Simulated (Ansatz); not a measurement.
The cell below belongs to a search over invented structures; it isn't taken from experiment.

Input and command of a plane-wave DFT calculation in Ansatz:

```yaml
crystal:
  lattice:
    - [4.0251230925, -4.6736012228, 0.0]
    - [4.0251230925, 4.6736012228, 0.0]
    - [0.0, 0.0, 3.4020375147]
  atoms:
    - { symbol: Rh, position: [0.0, 0.0, 0.0], spin: 0.2 }
    - { symbol: Cl, position: [0.829100938, 0.170899062, 0.5] }
    - { symbol: Cl, position: [0.170899062, 0.829100938, 0.5] }
    - { symbol: Cl, position: [0.2805537995, 0.2805537995, 0.0] }
    - { symbol: Cl, position: [0.7194462005, 0.7194462005, 0.0] }
basis:
  ecutwfc: 420
kpoints:
  mp_grid: { grid: [6, 6, 10] }
hamiltonian:
  xc: pbe
scf:
  occupations: { method: gaussian, width: 0.1 }
output:
  forces: true
  stress: true
  eigenvalues: true
  populations: true
magnetization:
  spin_polarized: true
relax:
  adjacent_minimum: "off"
  f_tol: 0.01
  max_steps: 30
  cell: { stress_tol: 0.1, fix: [volume] }
```

```bash
ansatz run input.yaml --threads 1 --pin off --max-ram 2560MiB --backend cpu --events-out ev --progress --plain --runs-dir out
```

Processor: Intel(R) Xeon(R) 6975P-C (Granite Rapids), 1 thread, on a host shared with other jobs.

Q: How long does it run, and how much memory does it take?

A: About 83 s, peak memory 0.73 GiB. It solves 28 bands at 78 k points (after reduction by symmetry) with about 2525 plane waves, in 35 SCF iterations over 4 ionic steps.
